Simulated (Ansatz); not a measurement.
**Cd₃SeS₂: rattling a relaxed structure**

The structure comes from a generated guess, relaxed at this level; another structure or a mixture of phases may lie lower.

Theory: Ansatz 0.2.0, DFT PBE, scalar-relativistic, plane waves, PAW. Settings: cutoff 420 eV, Γ-centred mesh 10×10×10 on the computed 6-atom cell, Gaussian smearing of 0.02 eV; no spin polarisation.

The cell below (6 atoms, space group I-4m2 (No. 119)) is relaxed within its symmetry.

```yaml
crystal:
  lattice:
    - [-2.12758, 2.12758, 9.01573]
    - [2.12758, -2.12758, 9.01573]
    - [2.12758, 2.12758, -9.01573]
  atoms:
    - { symbol: Cd, position: [0.83888, 0.83888, 0.00000] }
    - { symbol: Cd, position: [0.50000, 0.50000, 0.00000] }
    - { symbol: Cd, position: [0.16112, 0.16112, 0.00000] }
    - { symbol: Se, position: [0.25000, 0.75000, 0.50000] }
    - { symbol: S, position: [0.58045, 0.08045, 0.50000] }
    - { symbol: S, position: [0.91955, 0.41955, 0.50000] }
```

For the test a repeat of it with 12 atoms (edges 4.26, 8.51, 9.50 Å) was strained at random (σ = 1.5 % a component), the atoms were moved at random (σ = 0.05 Å), and all was relaxed again on a coarse 4×2×4 mesh (in the run’s order of axes) with 0.10 eV smearing, with no symmetry imposed.

**Question.** What happens?

**Answer.** It returns, within 1 meV/atom of the unmoved cell on that mesh and with the same symmetry when read at 0.1 Å (P1 at 0.01 Å, so small strains and shifts remain). So it is stable against the distortions that fit this cell and that this random move excites. Modes that don't fit the cell aren't tested.
